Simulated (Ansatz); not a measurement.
**ZrB: energy along a strain**

ZrB, Fm-3m, a = 4.650 Å (as given, not relaxed at this level: 34.8 GPa). The structure is a COD entry; whether it is the stable form wasn't checked. Ansatz: PBE, PAW, 420 eV, Γ-centred 18×18×18 mesh on 2 atoms, Gaussian smearing 0.15 eV; no spin polarisation. Cell vectors (Å): 0.000 2.325 2.325; 2.325 0.000 2.325; 2.325 2.325 0.000. The cell is strained by x per cent times the pattern (0 0 0 0 1 0) in the order xx yy zz yz xz xy (engineering shears), with fractional coordinates held. y is the free energy over the start, V0 = 12.568 Å³/atom. Symmetry makes y even in x.

```tsv
x (%)	y (meV/atom)
-2.00	1.19
-1.00	0.29
0.00	0.00
0.25	0.02
0.50	0.07
0.75	0.17
1.25	0.46
1.50	0.67
1.75	?
```

Question: Fit y = c2 x² + c4 x⁴ to the other rows, get the stiffness along the pattern, and predict the missing energy.

Answer: Least squares on the rows shown. y = 0.2940 x² + 0.0009314 x⁴. The clamped-ion stiffness p·C·p = 2 × 2.940 eV × 160.2 / 12.568 Å³ = 75 GPa, which is C55 in these axes (C44 of the cubic crystal) (second derivative at the start, which stands under stress). At x = 1.75 the fit asked for gives 0.91 meV/atom. The run gave 0.91 meV/atom, the same to the digits shown.